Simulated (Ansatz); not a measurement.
Si$_{3}$N$_{4}$:
```xyz
14
Lattice="7.6055 0.0000 0.0000 -3.8028 6.5866 0.0000 0.0000 0.0000 2.9056" Properties=species:S:1:pos:R:3 pbc="T T T"
Si    -1.3817     5.4312     2.1792
Si     5.1844     1.1554     0.7264
Si     2.2111     1.5190     0.7264
Si     1.5916     5.0675     2.1792
Si    -0.2100     2.6744     2.1792
Si     4.0127     3.9121     0.7264
N      0.0000     4.3910     2.1792
N      3.8028     2.1955     0.7264
N      4.8211     4.4109     2.1792
N     -1.0184     2.1756     0.7264
N     -1.4094     6.3807     0.7264
N      5.2122     0.2059     2.1792
N      1.3750     1.9697     2.1792
N      2.4278     4.6168     0.7264
```

Relaxed with r²SCAN.

Question: Map the electron localisation function on the plane through (0.231, 0.825, 0.750) spanned by u = [1, 1, 0] and v = [1, -1, 0] in lattice vectors, from r²SCAN (plane waves, PAW; program Ansatz).

Answer: x is the fraction of u, y of v (the angle between them is 90°; rows are the nearest grid lines); atoms in the plane: Si at (0.00, 0.00), Si at (0.50, 0.50), Si at (0.15, 0.21), Si at (0.65, 0.71), Si at (0.26, 0.68), Si at (0.76, 0.18), N at (0.47, 0.63), N at (0.97, 0.13), N at (0.29, 0.45), N at (0.79, 0.95).
```
y \ x   0.000  0.0789  0.184  0.263  0.368  0.447  0.553  0.632  0.737  0.816  0.921   1.00
------  -----  ------  -----  -----  -----  -----  -----  -----  -----  -----  -----  -----
1.00    0.547   0.144  0.087  0.019  0.027  0.043  0.032  0.095  0.822  0.837  0.520  0.547
0.925   0.165   0.136  0.037  0.088  0.046  0.040  0.039  0.234  0.690  0.511  0.765  0.165
0.850   0.014   0.037  0.727  0.720  0.770  0.226  0.019  0.034  0.116  0.330  0.167  0.014
0.775   0.006   0.099  0.798  0.820  0.821  0.184  0.137  0.218  0.156  0.050  0.013  0.006
0.700   0.062   0.060  0.116  0.268  0.414  0.578  0.729  0.303  0.592  0.817  0.683  0.062
0.625   0.259   0.044  0.214  0.127  0.844  0.136  0.763  0.282  0.840  0.148  0.768  0.259
0.550   0.048   0.018  0.041  0.116  0.168  0.728  0.509  0.093  0.212  0.580  0.195  0.048
0.450   0.049   0.041  0.722  0.179  0.852  0.617  0.171  0.132  0.030  0.031  0.046  0.049
0.375   0.019   0.026  0.262  0.659  0.687  0.200  0.024  0.069  0.685  0.695  0.147  0.019
0.300   0.039   0.111  0.121  0.053  0.012  0.004  0.050  0.624  0.674  0.332  0.690  0.039
0.225   0.291   0.134  0.189  0.336  0.542  0.252  0.024  0.137  0.521  0.589  0.139  0.291
0.150   0.472   0.864  0.510  0.868  0.485  0.743  0.036  0.169  0.135  0.519  0.750  0.472
0.0750  0.897   0.556  0.098  0.766  0.756  0.427  0.030  0.035  0.049  0.089  0.781  0.897
0.000   0.547   0.144  0.087  0.019  0.027  0.043  0.032  0.095  0.822  0.837  0.520  0.547
```

The density is the valence pseudo-density with augmentation charge, so density and ELF within about 1 Å of a nucleus are not all-electron values.

Space group P6_3/m. The cell was relaxed with r²SCAN under the symmetry of its start; phonons on a q-mesh show no instability.

Potentials: the earlier of the program's two PAW sets.
